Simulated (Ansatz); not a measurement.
TiS:
```cif
data_S2Ti2
_chemical_formula_sum 'Ti2 S2'
_space_group_name_H-M_alt 'P 1'
_space_group_IT_number 1
_cell_length_a 3.29346
_cell_length_b 3.29346
_cell_length_c 6.24841
_cell_angle_alpha 90.000
_cell_angle_beta 90.000
_cell_angle_gamma 120.000
loop_
_space_group_symop_operation_xyz
  'x, y, z'
loop_
_atom_site_label
_atom_site_type_symbol
_atom_site_fract_x
_atom_site_fract_y
_atom_site_fract_z
_atom_site_occupancy
Ti1 Ti 0.33333 0.66667 0.25000 1
Ti2 Ti 0.66667 0.33333 0.75000 1
S1 S 0.00000 0.00000 0.00000 1
S2 S 0.00000 0.00000 0.50000 1
```

Relaxed with PBEsol.

Tabulate the valence density and the electron localisation function along the shortest Ti–S contact (2.46 Å), PBEsol in the plane-wave PAW code Ansatz.



```csv
distance from Ti (Å),density (e/Å³),ELF
0.25,9.33,0.16
0.37,7.76,0.43
0.49,5.51,0.60
0.62,3.23,0.61
0.74,1.58,0.47
0.86,0.74,0.25
0.98,0.44,0.14
1.11,0.37,0.17
1.23,0.40,0.38
1.35,0.49,0.65
1.48,0.63,0.80
1.60,0.83,0.84
1.72,1.03,0.84
1.85,1.16,0.78
1.97,1.12,0.61
2.09,0.87,0.32
2.21,0.47,0.07
```

The density is the valence pseudo-density with augmentation charge, so density and ELF within about 1 Å of a nucleus are not all-electron values.

Space group P6_3/mmc (NiAs type). The workflow started from an entry of the Crystallography Open Database (COD), which files this formula under 2 space groups. Its standing as an ambient phase is unchecked. The cell was relaxed with PBEsol under the symmetry of its start; its stability against distortions is not shown here. The run is not spin-polarised.

Potentials: the later of the program's two PAW sets.
